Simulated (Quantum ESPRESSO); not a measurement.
# Band energies of PbTe

```
PbTe
1.0
    0.00000     3.27089     3.27089
    3.27089     0.00000     3.27089
    3.27089     3.27089     0.00000
Te Pb
1 1
Cartesian
  0.00000   0.00000   0.00000
  3.27089   3.27089   3.27089
```

LDA (Quantum ESPRESSO, PseudoDojo norm-conserving, 82 Ry, no spin-orbit coupling); path ΓXWKΓLUWLK,UX; energies in eV from the valence-band maximum.

```
k (1/Å)  point  band 11  band 12  band 13  band 14  band 15  band 16  band 17  band 18
-------  -----  -------  -------  -------  -------  -------  -------  -------  -------
0.00         Γ   -11.76    -5.82    -1.16    -1.16    -1.16     3.98     3.98     3.98
0.32             -11.46    -6.48    -1.58    -1.58    -0.24     1.73     4.11     4.11
0.64             -10.71    -7.21    -2.68    -2.26    -2.26     3.81     4.12     4.78
0.96         X   -10.22    -7.33    -4.19    -2.56    -2.56     3.47     5.28     5.28
1.32             -10.10    -7.85    -3.79    -3.18    -0.82     2.34     4.63     5.68
1.44         W   -10.07    -7.93    -3.50    -3.50    -0.26     1.65     5.20     5.20
1.78         K   -10.13    -7.91    -3.82    -2.07    -1.92     3.51     3.71     5.19
2.09             -10.51    -7.95    -2.95    -1.02    -0.70     1.78     1.93     4.71
2.39             -11.29    -6.92    -1.89    -0.68    -0.27     1.71     2.04     4.06
2.70             -11.73    -5.91    -1.21    -1.13    -1.08     3.69     3.75     3.97
2.80         Γ   -11.76    -5.82    -1.16    -1.16    -1.16     3.98     3.98     3.98
3.01             -11.63    -6.19    -1.12    -1.12    -0.97     3.23     3.43     3.43
3.42             -10.75    -7.98    -0.82    -0.82    -0.24     1.17     1.66     1.66
3.63         L   -10.43    -8.46    -0.72    -0.72     0.00     0.73     1.33     1.33
3.75             -10.40    -8.43    -1.22    -0.87    -0.37     1.10     1.54     1.99
4.10             -10.17    -8.06    -3.51    -1.85    -1.66     3.05     3.20     5.27
4.22         U   -10.13    -7.91    -3.82    -2.07    -1.92     3.51     3.71     5.19
4.45             -10.09    -7.92    -3.68    -3.19    -0.58     2.00     4.79     5.51
4.56         W   -10.07    -7.93    -3.50    -3.50    -0.26     1.65     5.20     5.20
4.75             -10.14    -8.05    -3.17    -3.10    -0.30     1.53     4.66     4.88
5.14             -10.41    -8.44    -1.06    -0.87    -0.25     0.96     1.52     1.79
5.24         L   -10.43    -8.46    -0.72    -0.72     0.00     0.73     1.33     1.33
5.41             -10.38    -8.40    -1.60    -1.00    -0.59     1.37     1.72     2.47
5.66             -10.20    -8.12    -3.29    -1.72    -1.51     2.79     2.96     4.92
5.83         K   -10.13    -7.91    -3.82    -2.07    -1.92     3.51     3.71     5.19
5.83         U   -10.13    -7.91    -3.82    -2.07    -1.92     3.51     3.71     5.19
6.17         X   -10.22    -7.33    -4.19    -2.56    -2.56     3.47     5.28     5.28
```

The LDA gap is direct, 0.73 eV at L.

Spin-orbit coupling is left out; with 6p states at a band edge it can lower the gap by many tenths of an eV, most of a small gap.

Geometry of the Materials Project entry, not relaxed at this level.
